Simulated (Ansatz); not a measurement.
Property card for BeS

BeS:
```
BeS
1.0
    3.43687     0.00000     0.00000
   -1.71843     2.97641     0.00000
    0.00000     0.00000     7.80468
Be S
3 3
Direct
  0.50000   0.00000   0.00000
  0.00000   0.50000   0.33333
  0.50000   0.50000   0.66667
  0.50000   0.00000   0.50000
  0.00000   0.50000   0.83333
  0.50000   0.50000   0.16667
```

Space group P6_422 (No. 181); conventional cell a = 3.4369 Å, b = 3.4369 Å, c = 7.8047 Å, α = 90.00°, β = 90.00°, γ = 120.00°.

Method: r²SCAN+D4 (plane waves, PAW; program Ansatz). The cell and atoms are relaxed at this level. Other levels are named where they apply.

### Cell and energy

```
Quantity                                                      Result
-----------------------------------------------------  -------------
Volume per atom                                             13.31 Å³
Density                                                   2.56 g/cm³
Formation energy from the elements (no fitted shifts)  -0.92 eV/atom
```

### Electronic structure

```
Item                                                                                              Value
----------------------------------------  -------------------------------------------------------------
Band gap                                                                             3.15 eV (indirect)
Valence-band maximum                                            on the Γ–M line, 10 % of the way from Γ
Conduction-band minimum                   on the M–K line, 9 % of the way from M (6 equivalent valleys)
Smallest direct gap on the standard path                                                        4.53 eV
Electron effective mass                                          0.29, 0.44, 0.55 mₑ (principal values)
HSE06 gap on the r²SCAN+D4 cell                                                                 3.57 eV
```

### Mechanics

```
Quantity                                                                                                        Value
-----------------------------------------------------------  --------------------------------------------------------
Bulk modulus (Birch–Murnaghan fit)                                                                          1060 kbar
Pressure derivative B′                                                                                            3.8
Elastic constants (relaxed ions, GPa)                        C11 = 207, C12 = 56.2, C13 = 50.2, C33 = 228, C44 = 70.5
Mechanical stability                                                           stable (all eigenvalues of C positive)
Hill bulk and shear moduli                                                                           106 and 75.5 GPa
Young's modulus                                                                                               183 GPa
Poisson's ratio                                                                                                  0.21
Debye temperature from the elastic constants                                                                    754 K
Piezoelectric stress constants (proper, relaxed ions, C/m²)                                   e14 = 0.18, e25 = -0.18
```

### Charges

```
Item                         Value
-------------  -------------------
Bader charges  Be +1.68, S -1.68 e
```

The start of the workflow was typed in or built on a structure type; neither database checked (COD, Materials Project) lists it. COD files the formula under space group No. 216. Whether it is the stable phase at ambient conditions was not checked. Symmetry was held in the r²SCAN+D4 relaxation; its stability against distortions is not shown here. Signs of piezoelectric constants follow the polarity of the cell as given. The references are the lowest solids computed at this level, not always the standard phases.

Potentials: the earlier of the program's two PAW sets.
